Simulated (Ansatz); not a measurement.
Ge (diamond)

```xyz
2
Lattice="0.0000 2.8363 2.8363 2.8363 0.0000 2.8363 2.8363 2.8363 0.0000" Properties=species:S:1:pos:R:3 pbc="T T T"
Ge     2.8363     2.8363     2.8363
Ge     4.2545     4.2545     4.2545
```

Method: r2SCAN (plane waves to 500 eV, PAW, scalar-relativistic; Ansatz, a program for electronic structure). DFPT wavenumbers on a 10×10×10 k mesh, in cm⁻¹; i marks imaginary ones, q is in fractions of the reciprocal vectors of the cell shown, and the three acoustic modes at Γ are left out. Ge was relaxed with its symmetry unable to fall. The PAW data are Ansatz's earlier set.

Problem. Does any mode at Γ, L = (0.5, 0.0, 0.0), X = (0.5, 0.5, 0.0) come out imaginary?

Solution. No imaginary mode at these points (lowest 64 cm⁻¹ at L = (0.5, 0.0, 0.0)); other wave vectors were not tested.

Problem. Predict the phonon wavenumbers at Γ, L = (0.5, 0.0, 0.0), X = (0.5, 0.5, 0.0).

Solution. 
| q | wavenumbers (cm⁻¹) |
|---|---|
| Γ | 296 (×3) |
| L = (0.5, 0.0, 0.0) | 64 (×2), 223, 237, 282 (×2) |
| X = (0.5, 0.5, 0.0) | 83 (×2), 238 (×2), 266 (×2) |
